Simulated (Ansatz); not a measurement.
VN:
```yaml
crystal:
  lattice:
    - [2.69701, 0.00000, 0.00000]
    - [-1.34851, 2.33568, 0.00000]
    - [0.00000, 0.00000, 5.22235]
  atoms:
    - { symbol: V, position: [0.00000, 0.00000, 0.00000] }
    - { symbol: V, position: [0.00000, 0.00000, 0.50000] }
    - { symbol: N, position: [0.66667, 0.33333, 0.75000] }
    - { symbol: N, position: [0.33333, 0.66667, 0.25000] }
```

Relaxed with LDA. Special points in fractions of this cell's reciprocal vectors: Γ (0.000, 0.000, 0.000); M (0.500, 0.000, 0.000); K (0.333, 0.333, 0.000); A (0.000, 0.000, 0.500); L (0.500, 0.000, 0.500); H (0.333, 0.333, 0.500).

**Question.** List the band energies nearest the Fermi level at these points for plane-wave PAW LDA (Ansatz code).

**Answer.** In eV from the Fermi level; about four levels below and three above (degenerate sets whole), none deeper than 8.9 eV; points with the same levels are listed once.

```tsv
k	below	above
Γ	-0.44 -0.44 -0.06 -0.06	1.86 1.86 2.39
M	-4.09 -2.88 -2.16 -1.17	1.34 2.21 2.45
K	-6.56 -5.53 -5.53 -3.67	0.20 0.20 0.97 0.97
A	-3.39 -3.39 -3.39 -3.39	0.13 0.13 0.45 0.45 0.45 0.45
L	-3.95 -3.95 -1.53 -1.53	2.33 2.33 2.59 2.59
H	-5.19 -5.19 -0.35 -0.35	1.89 1.89 2.39 2.39
```

Space group P6_3/mmc (NiAs type). The first step of the workflow began from a Materials Project structure, measured or hypothetical; the Crystallography Open Database copy checked does not list it. It is not the phase usual at ambient conditions (space group No. 225). Symmetry was held in the LDA relaxation; of distortions, only those at the zone centre were tested. No spin polarisation was allowed.

Potentials: the later of the program's two PAW sets.
